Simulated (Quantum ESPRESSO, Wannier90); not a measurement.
Tight-binding from DFT: Mg2Ge (anti-fluorite)

```
begin unit_cell_cart
ang
    0.0000000000    3.1842950000    3.1842950000
    3.1842950000    0.0000000000    3.1842950000
    3.1842950000    3.1842950000    0.0000000000
end unit_cell_cart
begin atoms_frac
Mg  -0.2500000000 -0.2500000000 -0.2500000000
Mg   0.2500000000  0.2500000000  0.2500000000
Ge   0.0000000000  0.0000000000  0.0000000000
end atoms_frac
```

Structure: Materials Project mp-408, symmetrised, not relaxed again. COD (Crystallography Open Database) has an entry of this formula and space group (matched by these alone). Computed values, not measurements, from LDA: Quantum ESPRESSO (norm-conserving PseudoDojo potentials, cutoff 68 Ry, no spin polarisation, no spin-orbit coupling) on a Γ-centred 8×8×8 mesh, then Wannier90. Density: 8×8×8 mesh, cold smearing 0.01 Ry. Spin-orbit coupling, left out, would split the p-like bands by a few tenths of an eV. The gap is small at this level and was sampled on the meshes and a path alone.

Bands 14-17 form an isolated set from -9.82 to 0.00 eV relative to the valence-band maximum (on the path) and are turned into 4 Wannier functions by minimising the spread from the start: sp3 on Ge.

Centres (Cartesian, Å; one of the equivalent choices) and spreads:

| n | x | y | z | spread (Å²) | nearest atom |
|---|---|---|---|---|---|
| 1 | 0.401 | 0.401 | 0.401 | 3.426 | Ge3 |
| 2 | 0.401 | -0.401 | -0.401 | 3.426 | Ge3 |
| 3 | -0.401 | 0.401 | -0.401 | 3.426 | Ge3 |
| 4 | -0.401 | -0.401 | 0.401 | 3.426 | Ge3 |

Ω_I = 11.57 Å², Ω_total = 13.70 Å²; the interpolated bands follow pw.x to 18 meV rms on the path. It is the lowest total spread that any start reached here.
